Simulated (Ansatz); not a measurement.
HfN:
```yaml
crystal:
  lattice:
    - [0.00000, 2.23398, 2.23398]
    - [2.23398, 0.00000, 2.23398]
    - [2.23398, 2.23398, 0.00000]
  atoms:
    - { symbol: N, position: [0.00000, 0.00000, 0.00000] }
    - { symbol: Hf, position: [0.50000, 0.50000, 0.50000] }
```

Relaxed with LDA. Special points in fractions of this cell's reciprocal vectors: Γ (0.000, 0.000, 0.000); X (0.500, 0.000, 0.500); U (0.625, 0.250, 0.625); K (0.375, 0.375, 0.750); L (0.500, 0.500, 0.500); W (0.500, 0.250, 0.750).

**Question.** List the band energies nearest the Fermi level at these points for LDA in the plane-wave PAW code Ansatz.

**Answer.** In eV from the Fermi level; about four levels below and three above (degenerate sets whole), none deeper than 8.9 eV; … stands for higher levels left out; points with the same levels are listed once.

```json
[
 {"k": "Γ", "below": "-2.89 -2.89 -2.89 -0.43 -0.43 -0.43", "above": "…"},
 {"k": "X", "below": "-5.34 -3.99 -3.58 -3.58", "above": "4.20 5.72 5.72"},
 {"k": "U", "below": "-6.40 -5.50 -4.99 -0.86", "above": "4.01 4.59 6.37"},
 {"k": "L", "below": "-6.36 -6.36", "above": "3.38 3.80 3.80"},
 {"k": "W", "below": "-6.23 -5.47 -5.47", "above": "1.17 1.17 5.74"}
]
```

Space group Fm-3m (rock salt). The cell was relaxed with LDA under the symmetry of its start; of distortions, only those at the zone centre were tested. No spin polarisation was allowed. With an odd number of electrons in the cell and no spin polarisation, the count alone makes it a metal. Scalar-relativistic: spin–orbit coupling is off unless named, which matters more the heavier the elements.

Potentials: the later of the program's two PAW sets.
